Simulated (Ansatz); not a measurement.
FeNi₃, in the lowest of the structures calculated here: Pm-3m (No. 221), cP4, Cu3Au type; a = b = c = 3.5143 Å, α = β = γ = 90.00°; Ni 3c (0.000, 0.500, 0.500); Fe 1a (0.000, 0.000, 0.000). The numbers are results of r2SCAN (plane waves to 500 eV, PAW, scalar-relativistic; Ansatz, an electronic-structure program), not measurements. Element references, the lowest calculated here: Fe (Im-3m, ferromagnetic), Ni (Fm-3m, ferromagnetic).

Total energies (eV/atom, σ → 0; comparable only within this code, potentials and settings):

```csv
phase,E (eV/atom)
FeNi3 (Pm-3m),-5505.571
Fe (Im-3m),-4485.892
Ni (Fm-3m),-5845.291
```

What is the formation energy of this Pm-3m form of FeNi3 from the elements?

E_f = -5505.571 − [1 × (-4485.892) + 3 × (-5845.291)] / 4 = -0.13 eV/atom (-0.5 eV per formula unit).

Static energies, no anion corrections, no zero-point energy. Values are rounded to 0.01 eV/atom. Spin state reached: ferromagnetic (net 1.33 μB/atom); other spin orders were not run from this start. r2SCAN tends to overstate moments in metals.
